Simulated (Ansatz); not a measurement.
## Bands of Tc

```
Tc
1.0
     2.73658    0.00000    0.00000
    -1.36829    2.36995    0.00000
     0.00000    0.00000    4.39490
Tc
2
Direct
  0.33333 0.66667 0.25000
  0.66667 0.33333 0.75000
```

Atoms are numbered in the order listed.

Structure from Materials Project entry mp-113 (possibly hypothetical), not relaxed further.

Computed with Ansatz 0.2.0, DFT, PBE, all-electron LAPW, scalar-relativistic.

Settings: a Γ-centred 14×14×8 k mesh, Fermi–Dirac smearing of 0.08 eV, basis error target 1 meV/atom, no spin polarisation.

Points in fractions of the reciprocal vectors of this cell: Γ (0, 0, 0), M (0.5, 0, 0), K (0.333, 0.333, 0), A (0, 0, 0.5), L (0.5, 0, 0.5), H (0.333, 0.333, 0.5). The path joins them by straight lines in the order Γ–M–K–Γ–A–L–H–A–L; legs that retrace an earlier one aren't tabulated. Energies are in eV from the Fermi level.

Problem. Is there a gap?

Solution. none: bands cross the Fermi level, a metal.

Problem. List the levels between -8 and 6 eV at the symmetry points.

Solution. 
Γ: -7.30, -5.43, -1.54 (×2), -1.49, -0.82 (×2), -0.10 (×2), 1.69, 2.56 (×2)
M: -5.38, -4.73, -4.60, -1.89, -1.14, -0.91, -0.49, 2.97, 3.35, 3.40, 5.36
K: -4.77, -3.37 (×2), -2.89, -1.88 (×2), -0.04, 2.33 (×2), 2.72
A: -5.39 (×2), -1.88 (×2), -1.67 (×4), 1.89 (×4)
L: -5.32 (×2), -3.70 (×2), 0.16 (×2), 1.45 (×2), 3.23 (×2), 4.41 (×2)
H: -3.84 (×2), -3.28 (×2), -1.76 (×2), -0.09 (×2), 2.64 (×2)
